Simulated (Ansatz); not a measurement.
ZrN (rock salt)

```
ZrN
1.0
    0.00000     2.29737     2.29737
    2.29737     0.00000     2.29737
    2.29737     2.29737     0.00000
N Zr
1 1
Direct
  0.00000   0.00000   0.00000
  0.50000   0.50000   0.50000
```

The slice is a {100} plane (indices of the conventional cell) through the point (0.000, 0.000, 0.000) (fractional), spanned by u = [100] and v = [0 1 -1] in vectors of this cell: u (3.25 Å) and v (3.25 Å, at 90° to u). It covers one period; positions are fractions (u, v).

All values below come from PBE (plane waves to 420 eV, PAW, scalar-relativistic; Ansatz, a program for electronic structure). k mesh 17×17×17. Near the nuclei the fields are pseudised (PAW); where an atom keeps semicore shells as valence, they peak there. ZrN is run without spin polarisation. ZrN was relaxed with its symmetry unable to fall.

Problem. What is the ELF at the density minimum of the shortest N–Zr line in this plane (2.30 Å)?

Solution. 0.2.

Problem. What is the valence density on the shortest N–Zr line in this plane (2.30 Å), at its minimum between the atoms?

Solution. 0.45 e/Å³.

Problem. Predict the map of the valence electron density on the slice.

Solution. 
```
|@@@@@@%%##**==--::..          ..::--==**##%%@@@@|
|@@@@@@%%##++==--::..          ..::--==++##%%@@@@|
|%%%%%%##**++--::::..............::::--++**##%%%%|
|######**++==--::::::::::::::::::::::--==++**####|
|****++++==----::----==========----::----==++++**|
|======----------==++**********++==----------====|
|------::::::--==++**##%%%%%%##**++==--::::::----|
|::::::::::--==++##%%@@@@@@@@@@%%##++==--::::::::|
|........::--++**%%@@@@@@@@@@@@@@%%**++--::......|
|      ..::==**##@@@@@@@@@@@@@@@@@@##**==::..    |
|      ..::==**%%@@@@@@@@@@@@@@@@@@%%**==::..    |
|      ..::==**%%@@@@@@@@%%@@@@@@@@%%**==::..    |
|      ..::==**%%@@@@@@@@@@@@@@@@@@%%**==::..    |
|      ..::==**##@@@@@@@@@@@@@@@@@@##**==::..    |
|........::--++**%%@@@@@@@@@@@@@@%%**++--::......|
|::::::::::--==++##%%@@@@@@@@@@%%##++==--::::::::|
|------::::::--==++**##%%%%%%##**++==--::::::----|
|======----------==++**********++==----------====|
|****++++==----::----==========----::----==++++**|
|######**++==--::::::::::::::::::::::--==++**####|
|%%%%%%##**++--::::..............::::--++**##%%%%|
|@@@@@@%%##++==--::..          ..::--==++##%%@@@@|
|@@@@@@%%##**==--::..          ..::--==**##%%@@@@|
|@@@@@@%%##**==--::..          ..::--==**##%%@@@@|
```
Scale: ten equal steps from -0.78 (start of ' ') to 0.62 (end of '@'), in the order ' .:-=+*#%@'. Values: log₁₀ of the valence density in e/Å³. The map has 24 points along u (two characters each, u = 0 at the left) and 24 along v (v = 0 in the bottom row). The scale is logarithmic, as a density can span decades between atoms and voids.
